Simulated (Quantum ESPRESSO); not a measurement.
Ga3MgSP3, finding a planted mistake in a log

Computed values, not a measurement. The program is pw.x of Quantum ESPRESSO 7.5 (plane-wave density functional theory). The cell is made up: 8 atoms on a zincblende/diamond lattice, with randomly drawn elements, strain and displacements, not relaxed. PseudoDojo standard norm-conserving files (v0.5 for PBE, v0.4.1 for LDA and PBEsol) set the functional; there is no spin polarisation, spin-orbit coupling or dispersion term, and the masses in the input are unused placeholders.

Intended input:

```
&control calculation='scf', pseudo_dir='./dojo.nc.sr.pbe.v0_5.standard.upf', outdir='./o', disk_io='medium', tprnfor=.true., tstress=.true. /
&system ibrav=0, nat=8, ntyp=4, nbnd=41, ecutwfc=84.00895049, nosym=.true., tot_charge=0,
 occupations='smearing', smearing='fd', degauss=0.0018374661
/
&electrons conv_thr=7.350e-09, electron_maxstep=60, /
ATOMIC_SPECIES
Ga 1.0 Ga.upf
Mg 1.0 Mg.upf
P 1.0 P.upf
S 1.0 S.upf
CELL_PARAMETERS angstrom
5.3652 0.0187 -0.0184
0.0187 5.3303 -0.0471
-0.0184 -0.0471 5.4604
ATOMIC_POSITIONS angstrom
Ga -0.0123 0.0182 0.0571
Mg -0.0322 2.6576 2.7336
Ga 2.6018 -0.0387 2.7159
Ga 2.6325 2.6432 -0.1128
S 1.3005 1.428 1.2962
P 1.3056 3.9841 4.0356
P 4.0455 1.3618 4.1035
P 4.1019 4.0507 1.3567
K_POINTS automatic
4 4 4 1 1 1
```

The log is shortened where brackets say so; the opening notice, blank lines, dates and the lines on written files are dropped, and the path of the files is cut. It prints rydbergs, bohrs and kilobars, and counts compression as positive stress. Where no state is partly filled, the Fermi energy that it prints is only some level between the filled and the empty states on the mesh, and need not lie in the true gap.

Log of the intended run:

```
     Program PWSCF v.7.5
     Parallel version (MPI & OpenMP), running on       1 processor cores
     Number of MPI processes:                 1
     Threads/MPI process:                     1
     [start-up lines left out]
     bravais-lattice index     =            0
     lattice parameter (alat)  =      10.1389  a.u.
     unit-cell volume          =    1053.6959 (a.u.)^3
     number of atoms/cell      =            8
     number of atomic types    =            4
     number of electrons       =        70.00
     number of Kohn-Sham states=           41
     kinetic-energy cutoff     =      84.0090  Ry
     charge density cutoff     =     336.0358  Ry
     scf convergence threshold =      7.3E-09
     mixing beta               =       0.7000
     number of iterations used =            8  plain     mixing
     Exchange-correlation= PBE
                           (   1   4   3   4   0   0   0)
     [axes and pseudopotential details left out]
   Cartesian axes
     site n.     atom                  positions (alat units)
         1        Ga     tau(   1) = (  -0.0022925   0.0033922   0.0106425  )
         2        Mg     tau(   2) = (  -0.0060016   0.4953344   0.5094996  )
         3        Ga     tau(   3) = (   0.4849342  -0.0072131   0.5062006  )
         4        Ga     tau(   4) = (   0.4906562   0.4926505  -0.0210241  )
         5        S      tau(   5) = (   0.2423925   0.2661565   0.2415911  )
         6        P      tau(   6) = (   0.2433431   0.7425729   0.7521717  )
         7        P      tau(   7) = (   0.7540169   0.2538179   0.7648272  )
         8        P      tau(   8) = (   0.7645290   0.7549861   0.2528673  )
     number of k points=    32  Fermi-Dirac smearing, width (Ry)=  0.0018
                       cart. coord. in units 2pi/alat
        k(    1) = (   0.1249871   0.1264801   0.1243343), wk =   0.0625000
        k(    2) = (   0.1258220   0.1286479   0.3700001), wk =   0.0625000
     [further k points left out]
     Dense  grid:   109649 G-vectors     FFT dimensions: (  60,  60,  64)
     Estimated max dynamical RAM per process >     148.60 MB
     Initial potential from superposition of free atoms
     starting charge      69.9907, renormalised to      70.0000
     Starting wfcs are   48 randomized atomic wfcs
     total cpu time spent up to now is       19.1 secs
     per-process dynamical memory:    84.9 Mb
     Self-consistent Calculation
     iteration #  1     ecut=    84.01 Ry     beta= 0.70
     Davidson diagonalization with overlap
     ethr =  1.00E-02,  avg # of iterations =  4.2
     Threshold (ethr) on eigenvalues was too large:
     Diagonalizing with lowered threshold
     Davidson diagonalization with overlap
     ethr =  6.05E-04,  avg # of iterations =  1.8
     total cpu time spent up to now is       81.1 secs
     total energy              =    -641.27639412 Ry
     estimated scf accuracy    <       0.42423942 Ry
     iteration #  2     ecut=    84.01 Ry     beta= 0.70
     Davidson diagonalization with overlap
     ethr =  6.06E-04,  avg # of iterations =  3.9
     total cpu time spent up to now is      109.9 secs
     total energy              =    -641.37333095 Ry
     estimated scf accuracy    <       0.15779163 Ry
     [iterations 3 to 8 left out]
     iteration #  9     ecut=    84.01 Ry     beta= 0.70
     Davidson diagonalization with overlap
     ethr =  1.44E-10,  avg # of iterations =  2.8
     total cpu time spent up to now is      340.8 secs
     total energy              =    -641.41185590 Ry
     estimated scf accuracy    <       0.00000002 Ry
     iteration # 10     ecut=    84.01 Ry     beta= 0.70
     Davidson diagonalization with overlap
     ethr =  2.35E-11,  avg # of iterations =  2.1
     total cpu time spent up to now is      372.7 secs
     End of self-consistent calculation
     [lines on levels left out]
     the Fermi energy is     8.0105 ev
!    total energy              =    -641.41185590 Ry
     estimated scf accuracy    <          2.2E-09 Ry
     smearing contrib. (-TS)   =      -0.00000000 Ry
     internal energy E=F+TS    =    -641.41185590 Ry
     The total energy is F=E-TS. E is the sum of the following terms:
     one-electron contribution =    -323.52763556 Ry
     hartree contribution      =     204.99580408 Ry
     xc contribution           =    -160.54829432 Ry
     ewald contribution        =    -362.33173010 Ry
     convergence has been achieved in  10 iterations
     Forces acting on atoms (cartesian axes, Ry/au):
     atom    1 type  1   force =    -0.02028419   -0.01455530   -0.03795188
     atom    2 type  2   force =    -0.00382022   -0.01053003   -0.00295845
     atom    3 type  1   force =     0.04491740    0.01038572    0.01552360
     atom    4 type  1   force =     0.04531242    0.05156640    0.00911941
     atom    5 type  4   force =     0.02913671   -0.02931171    0.00815021
     atom    6 type  3   force =     0.01661355    0.03565154    0.04037109
     atom    7 type  3   force =    -0.03961107   -0.05189213    0.00638207
     atom    8 type  3   force =    -0.07226460    0.00868551   -0.03863606
     Total force =     0.159387     Total SCF correction =     0.000116
     Computing stress (Cartesian axis) and pressure
          total   stress  (Ry/bohr**3)                   (kbar)     P=       96.96
   0.00063697   0.00001353  -0.00005798           93.70        1.99       -8.53
   0.00001353   0.00069929  -0.00005711            1.99      102.87       -8.40
  -0.00005798  -0.00005711   0.00064111           -8.53       -8.40       94.31
     init_run     :     16.78s CPU     18.91s WALL (       1 calls)
     electrons    :    339.89s CPU    353.58s WALL (       1 calls)
     forces       :      6.91s CPU      6.97s WALL (       1 calls)
     stress       :     22.47s CPU     22.58s WALL (       1 calls)
     [timing details left out]
     PWSCF        :   6m26.39s CPU   6m43.08s WALL
     JOB DONE.
```

A second run was made from an input with one planted mistake. Its log:

```
     Program PWSCF v.7.5
     Parallel version (MPI & OpenMP), running on       1 processor cores
     Number of MPI processes:                 1
     Threads/MPI process:                     1
     [start-up lines left out]
     bravais-lattice index     =            0
     lattice parameter (alat)  =      10.1389  a.u.
     unit-cell volume          =    1053.6959 (a.u.)^3
     number of atoms/cell      =            8
     number of atomic types    =            4
     number of electrons       =        70.00
     number of Kohn-Sham states=           41
     kinetic-energy cutoff     =      84.0090  Ry
     charge density cutoff     =     336.0358  Ry
     scf convergence threshold =      7.3E-09
     mixing beta               =       0.7000
     number of iterations used =            8  plain     mixing
     Exchange-correlation= PBE
                           (   1   4   3   4   0   0   0)
     [axes and pseudopotential details left out]
   Cartesian axes
     site n.     atom                  positions (alat units)
         1        Ga     tau(   1) = (  -0.0022925   0.0033922   0.0106425  )
         2        Mg     tau(   2) = (  -0.0060016   0.4953344   0.5094996  )
         3        Ga     tau(   3) = (   0.4849342  -0.0072131   0.5062006  )
         4        Ga     tau(   4) = (   0.4906562   0.4926505  -0.0210241  )
         5        S      tau(   5) = (   0.2423925   0.2661565   0.2415911  )
         6        P      tau(   6) = (   0.2433431   0.7425729   0.7521717  )
         7        P      tau(   7) = (   0.7540169   0.2538179   0.7648272  )
         8        P      tau(   8) = (   0.7645290   0.7549861   0.2528673  )
     number of k points=     1  Fermi-Dirac smearing, width (Ry)=  0.0018
                       cart. coord. in units 2pi/alat
        k(    1) = (  -0.4999483  -0.5059204  -0.4973372), wk =   2.0000000
     Dense  grid:   109649 G-vectors     FFT dimensions: (  60,  60,  64)
     Estimated max dynamical RAM per process >     148.60 MB
     Initial potential from superposition of free atoms
     starting charge      69.9907, renormalised to      70.0000
     Starting wfcs are   48 randomized atomic wfcs
     total cpu time spent up to now is        2.1 secs
     per-process dynamical memory:    91.1 Mb
     Self-consistent Calculation
     iteration #  1     ecut=    84.01 Ry     beta= 0.70
     Davidson diagonalization with overlap
     ethr =  1.00E-02,  avg # of iterations =  4.0
     total cpu time spent up to now is        3.7 secs
     total energy              =    -640.61073965 Ry
     estimated scf accuracy    <       0.72584667 Ry
     iteration #  2     ecut=    84.01 Ry     beta= 0.70
     Davidson diagonalization with overlap
     ethr =  1.04E-03,  avg # of iterations =  3.0
     total cpu time spent up to now is        5.1 secs
     total energy              =    -640.77333203 Ry
     estimated scf accuracy    <       0.28813862 Ry
     [iterations 3 to 9 left out]
     iteration # 10     ecut=    84.01 Ry     beta= 0.70
     Davidson diagonalization with overlap
     ethr =  1.59E-10,  avg # of iterations =  4.0
     total cpu time spent up to now is       14.7 secs
     total energy              =    -640.84870050 Ry
     estimated scf accuracy    <       0.00000003 Ry
     iteration # 11     ecut=    84.01 Ry     beta= 0.70
     Davidson diagonalization with overlap
     ethr =  3.59E-11,  avg # of iterations =  2.0
     total cpu time spent up to now is       15.4 secs
     End of self-consistent calculation
     [lines on levels left out]
     the Fermi energy is     8.0635 ev
!    total energy              =    -640.84870050 Ry
     estimated scf accuracy    <          4.0E-09 Ry
     smearing contrib. (-TS)   =      -0.00000000 Ry
     internal energy E=F+TS    =    -640.84870050 Ry
     The total energy is F=E-TS. E is the sum of the following terms:
     one-electron contribution =    -323.26644452 Ry
     hartree contribution      =     205.59015232 Ry
     xc contribution           =    -160.84067820 Ry
     ewald contribution        =    -362.33173010 Ry
     convergence has been achieved in  11 iterations
     Forces acting on atoms (cartesian axes, Ry/au):
     atom    1 type  1   force =    -0.02336359   -0.00697294   -0.03716735
     atom    2 type  2   force =    -0.00491486   -0.00248188   -0.00027495
     atom    3 type  1   force =     0.05696082    0.00758551    0.02012450
     atom    4 type  1   force =     0.04856213    0.05101024    0.00404502
     atom    5 type  4   force =     0.02473791   -0.03678329   -0.00695507
     atom    6 type  3   force =     0.02266545    0.02410922    0.03408434
     atom    7 type  3   force =    -0.05383355   -0.05478298    0.01945776
     atom    8 type  3   force =    -0.07081430    0.01831612   -0.03331426
     Total force =     0.166427     Total SCF correction =     0.000159
     Computing stress (Cartesian axis) and pressure
          total   stress  (Ry/bohr**3)                   (kbar)     P=      168.01
   0.00110463  -0.00000218  -0.00007415          162.50       -0.32      -10.91
  -0.00000218   0.00115156  -0.00005067           -0.32      169.40       -7.45
  -0.00007415  -0.00005067   0.00117007          -10.91       -7.45      172.12
     init_run     :      1.88s CPU      1.96s WALL (       1 calls)
     electrons    :     12.22s CPU     13.35s WALL (       1 calls)
     forces       :      0.31s CPU      0.31s WALL (       1 calls)
     stress       :      0.96s CPU      1.00s WALL (       1 calls)
     [timing details left out]
     PWSCF        :     15.50s CPU     16.81s WALL
     JOB DONE.
```

Question: what was wrong in the second input?

Answer: the k-point mesh is too coarse. The input lines that differ, file-writing options aside:

```
- 4 4 4 1 1 1
+ 1 1 1 1 1 1
```

```
                                            intended run  run with the mistake
                          free energy (eV)     -8726.853             -8719.191
                    smearing term -TS (eV)        0.0000                0.0000
                            pressure (GPa)          9.70                 16.80
            largest force component (eV/Å)         1.858                 1.821
largest change of a force component (eV/Å)                               0.388
                                iterations            10                    11
```

For scale, a rerun of the intended cell at 1437 eV and a 6 x 6 x 6 mesh moved values by no more than 0.007 eV in energy, 0.02 GPa in stress and 0.003 eV/Å in force.